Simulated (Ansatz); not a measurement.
One element of this relaxed crystal is hidden as X:

```
cell (Å)
  4.163 0.000 0.000
  -2.081 3.605 0.000
  0.000 0.000 5.064
  X 0.6667 0.3333 0.2890
  X 0.3333 0.6667 0.7110
  Au 0.0000 0.0000 0.0000
```

All-electron LAPW in Ansatz 0.2.0 under PBEsol, scalar-relativistic and without spin polarisation, finds it within 0.01 GPa of zero pressure, with a formation energy of -0.10 eV/atom from the elements, no gap. The structure needn't be the ground state.

Question: Which element is X?

Answer: Te, which makes the crystal Te₂Au. Other candidates weren't computed, and some may come near.
